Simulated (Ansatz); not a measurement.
Task: Each is relaxed and computed with r²SCAN (plane waves, PAW; program Ansatz). Which is the only metal?
A) GdSF, P4/nmm (S on 2c, F on 2a, Gd on 2c)
B) GdB2Ru3, P6/mmm (Gd on 1a, B on 2c, Ru on 3g)
C) RbGdSe2, R-3m (Se on 6c, Gd on 3b, Rb on 3a)
D) Gd2SO2, P-3m1 (Gd on 2d, O on 2d, S on 1a)

Result: B, GdB2Ru3, P6/mmm (Gd on 1a, B on 2c, Ru on 3g). GdB2Ru3: metal; RbGdSe2: gap 2.05 eV (indirect); GdSF: gap 1.44 eV (direct); Gd2SO2: gap 2.97 eV (indirect). The 4f shell is in the valence, and the state reached may lie above the lowest one. Spin orders computed, not proven ground states: GdB2Ru3, P6/mmm (Gd on 1a, B on 2c, Ru on 3g) ferromagnetic; RbGdSe2, R-3m (Se on 6c, Gd on 3b, Rb on 3a) ferromagnetic; GdSF, P4/nmm (S on 2c, F on 2a, Gd on 2c) ferromagnetic; Gd2SO2, P-3m1 (Gd on 2d, O on 2d, S on 1a) ferromagnetic. Standing as an ambient phase not checked: GdB2Ru3, P6/mmm (Gd on 1a, B on 2c, Ru on 3g); RbGdSe2, R-3m (Se on 6c, Gd on 3b, Rb on 3a); GdSF, P4/nmm (S on 2c, F on 2a, Gd on 2c); Gd2SO2, P-3m1 (Gd on 2d, O on 2d, S on 1a). All cells were relaxed under the symmetry of their starts (and spin orders); stability against distortions was not tested throughout. No Hubbard U is applied. Spin–orbit coupling is left out wherever it is not named.

Potentials: the later of the program's two PAW sets.
